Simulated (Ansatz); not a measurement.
Cu₃Ge in space group Pmmn (No. 59; Cu on 2b, Cu on 4e, Ge on 2a) at seven volumes, DFT-r²SCAN in the program Ansatz with PAW potentials, shape and atoms relaxed at each. One row is withheld.

```tsv
V (Å³/atom)	P (GPa)
11.256	17.22
11.628	10.41
11.999	4.72
12.370	0.00
12.741	?
13.112	-7.18
13.483	-9.89
```

Question: Fit the shown pressures and predict the withheld one.

Answer: P = (3/2)B₀(x^(7/2) − x^(5/2))[1 + (3/4)(B′ − 4)(x − 1)] with x = (V₀/V)^(2/3). Least squares on the six rows gives V₀ = 12.371 Å³/atom, B₀ = 143 GPa, B′ = 5.12. At V = 12.741, x = 0.9805 and P = -3.91 GPa. The run itself gave -3.93 GPa.

The first step of the workflow began from a Materials Project structure, measured or hypothetical; the Crystallography Open Database copy checked does not list it. Whether it is the stable phase at ambient conditions was not checked. Symmetry was held in the r²SCAN relaxation; of distortions, only those at the zone centre were tested. The run is not spin-polarised.

Potentials: the later of the program's two PAW sets.
